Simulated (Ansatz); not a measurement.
Zr:
```
CELL_PARAMETERS angstrom
      5.03763     0.00000     0.00000
     -2.51882     4.36272     0.00000
      0.00000     0.00000     3.15848
ATOMIC_POSITIONS crystal
  Zr 0.00000 0.00000 0.00000
  Zr 0.33333 0.66667 0.50000
  Zr 0.66667 0.33333 0.50000
```

Relaxed with r²SCAN. Special points in fractions of this cell's reciprocal vectors: Γ (0.000, 0.000, 0.000); M (0.500, 0.000, 0.000); K (0.333, 0.333, 0.000); A (0.000, 0.000, 0.500); L (0.500, 0.000, 0.500); H (0.333, 0.333, 0.500).

Task: List the band energies nearest the Fermi level at these points for r²SCAN in the plane-wave PAW code Ansatz.

Result: In eV from the Fermi level; about four levels below and three above (degenerate sets whole), none deeper than 8.9 eV; points with the same levels are listed once.

```json
[
 {"k": "Γ", "below": "-0.63 -0.63 -0.56 -0.56 -0.10", "above": "1.02 1.79 1.79"},
 {"k": "M", "below": "-3.05 -0.64 -0.53 -0.47", "above": "0.03 0.81 1.20"},
 {"k": "K", "below": "-3.15 -3.15 -0.45 -0.45", "above": "0.04 0.18 0.56 0.56"},
 {"k": "A", "below": "-2.32 -2.04 -2.04 -1.60", "above": "1.27 1.27 1.80 1.80"},
 {"k": "L", "below": "-2.06 -1.59 -0.89 -0.63", "above": "0.40 1.00 1.13"},
 {"k": "H", "below": "-1.68 -1.68 -1.22 -1.18 -1.18", "above": "0.60 0.60 1.00 1.00"}
]
```

Space group P6/mmm. This is a known high-pressure phase of the composition, computed here at zero pressure and temperature. Symmetry was held in the r²SCAN relaxation; its stability against distortions is not shown here. No spin polarisation was allowed. Scalar-relativistic: spin–orbit coupling is off unless named, which matters more the heavier the elements.

Potentials: the later of the program's two PAW sets.
